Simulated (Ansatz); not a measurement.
Relaxed CoSi₂ (fluorite type, space group Fm-3m):

```
CELL_PARAMETERS angstrom
      0.00000     2.65735     2.65735
      2.65735     0.00000     2.65735
      2.65735     2.65735     0.00000
ATOMIC_POSITIONS crystal
  Co 0.00000 0.00000 0.00000
  Si 0.25000 0.25000 0.25000
  Si 0.75000 0.75000 0.75000
```

Calculation: r2SCAN (plane waves to 500 eV, PAW, scalar-relativistic; Ansatz, a quantum-chemistry and plane-wave program). k mesh 12×12×12 (Γ-centred), Fermi-Dirac smearing 0.05 eV. With partly filled bands, energies and forces of such displacements shift with the k mesh and the smearing. CoSi2 is run without spin polarisation. CoSi2 was relaxed with its symmetry unable to fall. The PAW data are Ansatz's earlier set.

One atom of the cell was then moved (with its periodic images), all else fixed, and the forces (eV/Å) came out as:

```csv
atom,Fx,Fy,Fz
Co1,0.000,0.000,7.349
Si2,0.000,0.000,-3.674
Si3,0.000,0.000,-3.674
```

Task: Which atom was moved, and by which vector (Å)?

Result: Co1, by (0.00, 0.00, -0.69), 0.69 Å in all.

(A displaced cell: forces are minus the slopes of the energy, force constants its curvatures, and phonons follow from these.)
